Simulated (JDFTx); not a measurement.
An input for JDFTx (a modified build) (Al(111), nonlinear PCM (GLSSA13), water, 0.1 M KF; bohr, hartree) and the course of its log:

```
lattice \
  5.3969723774 2.6984861982 0.0000000000 \
  0.0000000000 4.6739151820 0.0000000000 \
  0.0000000000 0.0000000000 58.5815098634
coords-type Lattice
ion Al 0.0000000000 0.0000000000 -0.1128327740 0
ion Al 0.3333333333 0.3333333333 -0.0376109250 0
ion Al 0.6666666667 0.6666666667 0.0376109250 0
ion Al 0.0000000000 0.0000000000 0.1128327740 0
ion-species pseudo/al_pbe_v1.upf
elec-cutoff 20 100
elec-ex-corr gga-PBE
coulomb-interaction Slab 001
coulomb-truncation-embed 0 0 0
kpoint-folding 8 8 1
elec-smearing Fermi 0.01
elec-n-bands 12
target-mu -0.124580
electronic-scf nIterations 100 energyDiffThreshold 1e-07
fluid NonlinearPCM
pcm-variant GLSSA13
fluid-solvent H2O
fluid-cation K+ 0.1
fluid-anion F- 0.1
wavefunction read f4.wfns
elec-initial-eigenvals f4.eigenvals
elec-initial-fillings read f4.fillings
fluid-initial-state f4.fluidState
dump-name f4_u0.$VAR
dump End State Ecomponents EigStats BandEigs Forces ElecDensity IonicPositions Fillings Kpoints Dtot FluidDebug BoundCharge FluidDensity
```

```
[one cycle in 5 is shown, and the last three; fluid-solver lines are left out]
	FillingsUpdate:  mu: -0.124580000  nElectrons: 12.558511
SCF: Cycle:  0   G: -6.732674303430734   dG: +1.598e-01   |Residual|: 2.598e-02   |deigs|: 1.906e-05
	FillingsUpdate:  mu: -0.124580000  nElectrons: 12.078733
SCF: Cycle:  5   G: -6.891539063533574   dG: +1.952e-04   |Residual|: 3.211e-03   |deigs|: 3.855e-04
	FillingsUpdate:  mu: -0.124580000  nElectrons: 12.043422
SCF: Cycle: 10   G: -6.892527282360310   dG: -7.231e-05   |Residual|: 3.425e-03   |deigs|: 5.242e-04
	FillingsUpdate:  mu: -0.124580000  nElectrons: 12.079964
SCF: Cycle: 15   G: -6.891444120530120   dG: +3.353e-04   |Residual|: 3.287e-03   |deigs|: 5.485e-04
	FillingsUpdate:  mu: -0.124580000  nElectrons: 12.059994
SCF: Cycle: 20   G: -6.892279779019169   dG: +2.903e-04   |Residual|: 2.810e-03   |deigs|: 7.863e-04
	FillingsUpdate:  mu: -0.124580000  nElectrons: 12.065738
SCF: Cycle: 25   G: -6.892596271196473   dG: +1.506e-04   |Residual|: 1.173e-03   |deigs|: 4.836e-04
	FillingsUpdate:  mu: -0.124580000  nElectrons: 12.050241
SCF: Cycle: 30   G: -6.892750653680761   dG: -5.887e-07   |Residual|: 2.237e-05   |deigs|: 1.464e-04
	FillingsUpdate:  mu: -0.124580000  nElectrons: 12.049778
SCF: Cycle: 35   G: -6.892750585592456   dG: +9.706e-09   |Residual|: 1.960e-05   |deigs|: 9.326e-05
	FillingsUpdate:  mu: -0.124580000  nElectrons: 12.050207
SCF: Cycle: 40   G: -6.892750679572526   dG: -3.419e-07   |Residual|: 4.278e-06   |deigs|: 1.935e-05
	FillingsUpdate:  mu: -0.124580000  nElectrons: 12.049900
SCF: Cycle: 45   G: -6.892750640209327   dG: +3.753e-08   |Residual|: 1.288e-05   |deigs|: 6.885e-06
	FillingsUpdate:  mu: -0.124580000  nElectrons: 12.050137
SCF: Cycle: 50   G: -6.892750683367147   dG: -4.874e-07   |Residual|: 8.498e-07   |deigs|: 1.655e-05
	FillingsUpdate:  mu: -0.124580000  nElectrons: 12.050314
SCF: Cycle: 55   G: -6.892750657758004   dG: -1.590e-08   |Residual|: 1.058e-05   |deigs|: 9.179e-06
	FillingsUpdate:  mu: -0.124580000  nElectrons: 12.050278
SCF: Cycle: 60   G: -6.892750665318793   dG: -5.122e-08   |Residual|: 9.226e-06   |deigs|: 9.588e-06
	FillingsUpdate:  mu: -0.124580000  nElectrons: 12.049795
SCF: Cycle: 65   G: -6.892750605187499   dG: -1.501e-06   |Residual|: 1.733e-05   |deigs|: 3.834e-05
	FillingsUpdate:  mu: -0.124580000  nElectrons: 12.050402
SCF: Cycle: 70   G: -6.892750626184541   dG: +4.263e-08   |Residual|: 1.558e-05   |deigs|: 8.583e-06
	FillingsUpdate:  mu: -0.124580000  nElectrons: 12.050521
SCF: Cycle: 75   G: -6.892750574767176   dG: +1.018e-07   |Residual|: 2.094e-05   |deigs|: 9.965e-06
	FillingsUpdate:  mu: -0.124580000  nElectrons: 12.049540
SCF: Cycle: 80   G: -6.892750439853452   dG: +2.317e-07   |Residual|: 3.065e-05   |deigs|: 1.474e-05
	FillingsUpdate:  mu: -0.124580000  nElectrons: 12.050190
SCF: Cycle: 85   G: -6.892750680117449   dG: -2.538e-07   |Residual|: 4.649e-06   |deigs|: 1.380e-05
	FillingsUpdate:  mu: -0.124580000  nElectrons: 12.050170
SCF: Cycle: 90   G: -6.892750682171904   dG: +1.291e-09   |Residual|: 3.034e-06   |deigs|: 1.319e-06
	FillingsUpdate:  mu: -0.124580000  nElectrons: 12.049455
SCF: Cycle: 95   G: -6.892750368213080   dG: +2.990e-07   |Residual|: 3.490e-05   |deigs|: 1.679e-05
	FillingsUpdate:  mu: -0.124580000  nElectrons: 12.050061
SCF: Cycle: 97   G: -6.892750680338224   dG: +3.091e-09   |Residual|: 3.769e-06   |deigs|: 1.900e-06
	FillingsUpdate:  mu: -0.124580000  nElectrons: 12.050609
SCF: Cycle: 98   G: -6.892750524194368   dG: +1.561e-07   |Residual|: 2.519e-05   |deigs|: 1.120e-05
	FillingsUpdate:  mu: -0.124580000  nElectrons: 12.049584
SCF: Cycle: 99   G: -6.892750479769120   dG: +4.443e-08   |Residual|: 2.806e-05   |deigs|: 2.099e-05
SCF: None of the convergence criteria satisfied after 100 iterations.
IonicMinimize: Iter:   0  G: -6.892750479769120  |grad|_K:  0.000e+00
IonicMinimize: Converged (|grad|_K<1.000000e-04).
```

This run gave no converged result. The loop ran out of cycles short of its threshold. It has stalled and not diverged: the last ten energies span 3e-07 Ha, so the total is near its end, but levels, forces and the electron count aren't shown converged.
